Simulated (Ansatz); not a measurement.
**Property card for C**

C:
```xyz
12
Lattice="3.4222 1.9758 3.3500 -3.4222 1.9758 3.3500 0.0000 -3.9516 3.3500" Properties=species:S:1:pos:R:3 pbc="T T T"
C     -2.7144     0.7499     3.3500
C     -2.0143    -0.4628     3.3500
C     -2.0066     1.9758     3.3500
C     -0.6063     1.9758     3.3500
C      0.7078    -2.7257     3.3500
C      1.4080    -1.5130     3.3500
C     -0.7078    -2.7257     3.3500
C     -1.4080    -1.5130     3.3500
C      2.0066     1.9758     3.3500
C      0.6063     1.9758     3.3500
C      2.7144     0.7499     3.3500
C      2.0143    -0.4628     3.3500
```

Space group R-3m (No. 166); conventional cell a = b = 6.844 Å, c = 10.050 Å, α = β = 90.00°, γ = 120.00°.

Method: the program Ansatz at the r²SCAN+D4 level (PAW). Structure relaxed to zero pressure with the same functional. Other levels are named where they apply.

Cell and energy:

```yaml
volume_per_atom: 11.33 Å³
density: 1.76 g/cm³
```

Electronic structure:

```yaml
electronic_character: no gap, with almost no states at the Fermi level (zero-gap or semimetallic)
Density of states at the Fermi level: 0.00 states/eV per atom (mean over ±0.08 eV)
```

Mechanics:

```yaml
Bulk modulus (Birch–Murnaghan fit): 24.0 GPa
Pressure derivative B′: 10.7
```

The start of the workflow was typed in or built on a structure type; the Crystallography Open Database files this formula in space group No. 166, but the cells were not matched. It is not the phase usual at ambient conditions (space group No. 194, 227). Symmetry was held in the r²SCAN+D4 relaxation; whether a distortion lowers the energy is not shown.

Potentials: the earlier of the program's two PAW sets.
